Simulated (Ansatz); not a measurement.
Here is the system:

S:
```xyz
32
Lattice="8.1933 0.0000 0.0000 0.0000 13.1604 0.0000 -4.9036 0.0000 7.7308" Properties=species:S:1:pos:R:3 pbc="T T T"
S      3.7410     8.6143     2.4855
S     -0.4512     4.5461     5.2453
S      2.0006     8.6143     1.3799
S      1.2892     4.5461     6.3509
S      5.0106     5.5348     2.6060
S     -1.7209     7.6256     5.1249
S      0.7309     5.5348     1.2594
S      2.5588     7.6256     6.4714
S      5.0838     7.3262     1.6111
S     -1.7940     5.8342     6.1198
S      0.6578     7.3262     2.2543
S      2.6320     5.8342     5.4765
S      3.8173     4.2389     1.5417
S     -0.5276     8.9215     6.1891
S      1.9242     4.2389     2.3237
S      1.3655     8.9215     5.4071
S     -3.6666     2.7071     6.8258
S      6.9563    10.4533     0.9050
S      4.5046     2.7071     4.7704
S     -1.2148    10.4533     2.9604
S      1.8863    12.7836     0.2142
S      1.4034     0.3768     7.5166
S      3.8552    12.7836     3.6512
S     -0.5654     0.3768     4.0797
S     -2.1792     1.4323     7.4531
S      5.4689    11.7281     0.2777
S      3.0171     1.4323     4.1432
S      0.2726    11.7281     3.5877
S     -2.8066    11.5096     6.3476
S      6.0963     1.6508     1.3833
S      3.6445    11.5096     5.2487
S     -0.3548     1.6508     2.4821
```

This is the r²SCAN+D4-relaxed structure. Tensor components refer to the Cartesian frame of this cell.

### Question
All from the program Ansatz at the r²SCAN+D4 level (PAW), unless another level is named. Give the band gap.

### Answer
2.40 eV (smallest direct gap 2.42 eV).

### Question
Give the conduction-band minimum.

### Answer
on the B–Γ line, 29 % of the way from B (k = 0.000, 0.000, 0.354) (2 equivalent valleys).

Space group P2/c. The first step of the workflow began from a Materials Project structure, measured or hypothetical; the Crystallography Open Database files this formula in space group No. 13, but the cells were not matched. It is not the phase usual at ambient conditions (space group No. 70). The cell was relaxed with r²SCAN+D4 under the symmetry of its start; whether a distortion lowers the energy is not shown.

Potentials: the earlier of the program's two PAW sets.
